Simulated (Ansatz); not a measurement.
# Data sheet: Mo3Ir (DFT)

Mo$_{3}$Ir:
Space group Pm-3m (No. 221); a = b = c = 3.9536 Å, α = β = γ = 90.00°

```
atom  site  symmetry       x       y       z
----  ----  --------  ------  ------  ------
Mo      3c    4/mm.m  0.0000  0.5000  0.5000
Ir      1a      m-3m  0.0000  0.0000  0.0000
```

Space group Pm-3m (No. 221), Cu3Au type; conventional cell a = 3.954 Å, b = 3.954 Å, c = 3.954 Å, α = 90.00°, β = 90.00°, γ = 90.00°.

Method: DFT-PBE in the program Ansatz with PAW potentials. The cell and atoms are relaxed at this level. Other levels are named where they apply.

### Cell and energy

```
Quantity                                                              Value
-----------------------------------------------------  --------------------
Volume per atom                                                    15.45 Å³
Density                                                         12.90 g/cm³
Formation energy from the elements (no fitted shifts)  -1.0 kJ/mol of atoms
```

### Electronic structure

```
Property                                                                   Result
------------------------------------  -------------------------------------------
Electronic character                                            metallic (no gap)
Density of states at the Fermi level  1.1 states/eV per atom (mean over ±0.08 eV)
Gap with spin–orbit coupling                                      none (metallic)
```

### Mechanics

```
Property                               Result
----------------------------------  ---------
Bulk modulus (Birch–Murnaghan fit)  2740 kbar
Pressure derivative B′                    4.4
```

The cell is a constructed one: a structure type filled with these elements; neither database checked (COD, Materials Project) lists it. Its standing as an ambient phase is unchecked. The cell was relaxed with PBE under the symmetry of its start; whether a distortion lowers the energy is not shown. The run is not spin-polarised. The references are the lowest solids computed at this level, not always the standard phases. Spin–orbit coupling is left out wherever it is not named.

Potentials: the earlier of the program's two PAW sets.
